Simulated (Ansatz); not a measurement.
Consider the following.

WO3:
```
CELL_PARAMETERS angstrom
      5.31456     0.00000     0.00000
      0.00000     5.31456     0.00000
      0.00000     0.00000     3.93479
ATOMIC_POSITIONS crystal
  W  0.50000 0.00000 0.93523
  W  0.00000 0.50000 0.06477
  O  0.50000 0.00000 0.48959
  O  0.00000 0.50000 0.51041
  O  0.25000 0.25000 0.00000
  O  0.25000 0.75000 0.00000
  O  0.75000 0.75000 0.00000
  O  0.75000 0.25000 0.00000
```

This is the PBEsol-relaxed structure. Cartesian axes are those of the cell as given.

Question: All from DFT-PBEsol in the program Ansatz with PAW potentials, unless another level is named. Estimate the Young's modulus.

Answer: 245 GPa.

Question: What about the elastic constants (relaxed ions, GPa)?

Answer: C11 = 345, C12 = 198, C13 = 93.1, C33 = 205, C44 = 59.2, C66 = 284.

Question: Give the highest zone-centre frequency (without LO–TO term).

Answer: 1034 cm^-1.

Space group P4/nmm. The first step of the workflow began from a Materials Project structure, measured or hypothetical; the Crystallography Open Database files this formula in space group No. 129, but the cells were not matched. Whether it is the stable phase at ambient conditions was not checked. The PBEsol relaxation kept the symmetry of its start. At this level the phase is dynamically unstable (imaginary phonons). No spin polarisation was allowed. No Hubbard U is applied. Scalar-relativistic: spin–orbit coupling is off unless named, which matters more the heavier the elements.

Potentials: the earlier of the program's two PAW sets. The files were generated under PBE; for other functionals the program regenerates the frozen cores, and for LDA and PBEsol the local potential too.
